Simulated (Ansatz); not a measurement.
CsPbCl$_{3}$:
```
CELL_PARAMETERS angstrom
      5.67138     0.00000     0.00000
      0.00000     5.67138     0.00000
      0.00000     0.00000     5.67138
ATOMIC_POSITIONS crystal
  Cs 0.00000 0.00000 0.00000
  Pb 0.50000 0.50000 0.50000
  Cl 0.00000 0.50000 0.50000
  Cl 0.50000 0.50000 0.00000
  Cl 0.50000 0.00000 0.50000
```

Relaxed with r²SCAN. Special points in fractions of this cell's reciprocal vectors: Γ (0.000, 0.000, 0.000); X (0.000, 0.500, 0.000); M (0.500, 0.500, 0.000); R (0.500, 0.500, 0.500).

**Question.** List the band energies nearest the valence-band maximum at these points for plane-wave PAW r²SCAN (Ansatz code).

**Answer.** In eV from the valence-band maximum; about four levels below and three above (degenerate sets whole), none deeper than 8.9 eV; points with the same levels are listed once.

| k | below | above |
|---|---|---|
| Γ | -2.57 -2.57 -2.57 -2.47 -2.47 -2.47 | 3.98 4.87 4.87 |
| X | -2.67 -2.66 -2.66 -2.57 -2.57 -1.66 | 3.49 5.30 5.76 |
| M | -2.74 -2.74 -2.72 -2.17 -0.80 | 3.01 3.01 5.38 |
| R | -2.16 -2.16 -2.16 0.00 | 2.45 2.45 2.45 |

Space group Pm-3m (cubic perovskite). This is a known high-temperature phase of the composition, computed here at zero pressure and temperature. The r²SCAN relaxation kept the symmetry of its start; its stability against distortions is not shown here. Spin–orbit coupling is left out wherever it is not named.

Potentials: the later of the program's two PAW sets.
